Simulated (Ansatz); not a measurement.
GaN:
```yaml
crystal:
  lattice:
    - [0.00000, 2.09048, 2.09048]
    - [2.09048, 0.00000, 2.09048]
    - [2.09048, 2.09048, 0.00000]
  atoms:
    - { symbol: Ga, position: [0.00000, 0.00000, 0.00000] }
    - { symbol: N, position: [0.50000, 0.50000, 0.50000] }
```

Relaxed with LDA. Special points in fractions of this cell's reciprocal vectors: Γ (0.000, 0.000, 0.000); X (0.500, 0.000, 0.500); U (0.625, 0.250, 0.625); K (0.375, 0.375, 0.750); L (0.500, 0.500, 0.500); W (0.500, 0.250, 0.750).

Problem. List the band energies nearest the valence-band maximum at these points for the program Ansatz at the LDA level (PAW).

Solution. In eV from the valence-band maximum; about four levels below and three above (degenerate sets whole), none deeper than 8.9 eV; … stands for higher levels left out; points with the same levels are listed once.

```json
[
 {"k": "Γ", "below": "-0.57 -0.57 -0.57", "above": "2.65 …"},
 {"k": "X", "below": "-7.44 -3.21 -3.21", "above": "0.59 7.78 …"},
 {"k": "U", "below": "-6.42 -5.97 -2.23", "above": "3.21 9.03 …"},
 {"k": "L", "below": "-8.53 -0.18 -0.18", "above": "4.80 …"},
 {"k": "W", "below": "-5.59 -5.59 -4.82", "above": "5.21 10.02 …"}
]
```

Space group Fm-3m (rock salt). This is a known high-pressure phase of the composition, computed here at zero pressure and temperature. Symmetry was held in the LDA relaxation; phonons on a q-mesh show no instability. Scalar-relativistic: spin–orbit coupling is off unless named, which matters more the heavier the elements.

Potentials: the later of the program's two PAW sets.
